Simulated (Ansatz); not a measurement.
SiRu2:
```
SiRu2
1.0
    3.75507     0.00000     0.00000
    0.00000     3.75507     0.00000
    0.00000     0.00000     5.95622
Ru Si
4 2
Direct
  0.00000   0.00000   0.00000
  0.50000   0.50000   0.00000
  0.50000   0.00000   0.33656
  0.00000   0.50000   0.66344
  0.50000   0.00000   0.72776
  0.00000   0.50000   0.27224
```

Relaxed with PBE. Special points in fractions of this cell's reciprocal vectors: Γ (0.000, 0.000, 0.000); X (0.000, 0.500, 0.000); M (0.500, 0.500, 0.000); Z (0.000, 0.000, 0.500); R (0.000, 0.500, 0.500); A (0.500, 0.500, 0.500).

### Question
List the band energies nearest the Fermi level at these points for the program Ansatz at the PBE level (PAW).

### Answer
In eV from the Fermi level; about four levels below and three above (degenerate sets whole), none deeper than 8.9 eV; points with the same levels are listed once.

```
k                    below                above
-  -----------------------  -------------------
Γ  -1.42 -1.42 -1.42 -0.84       0.15 0.15 0.32
X  -1.02 -1.02 -0.22 -0.22  1.42 1.42 2.73 2.73
M  -1.49 -1.49 -1.24 -1.24  0.20 0.20 1.66 1.66
Z  -1.49 -1.49 -1.03 -0.41       0.69 0.79 2.36
R  -1.72 -1.72 -0.71 -0.71  0.31 0.31 0.37 0.37
A  -1.39 -1.39 -0.95 -0.95  0.26 0.26 0.57 0.57
```

Space group P4/nmm. The cell is a constructed one: a structure type filled with these elements; neither database checked (COD, Materials Project) lists it. Whether it is the stable phase at ambient conditions was not checked. Symmetry was held in the PBE relaxation; its stability against distortions is not shown here. The run is not spin-polarised. Spin–orbit coupling is left out wherever it is not named.

Potentials: the earlier of the program's two PAW sets.
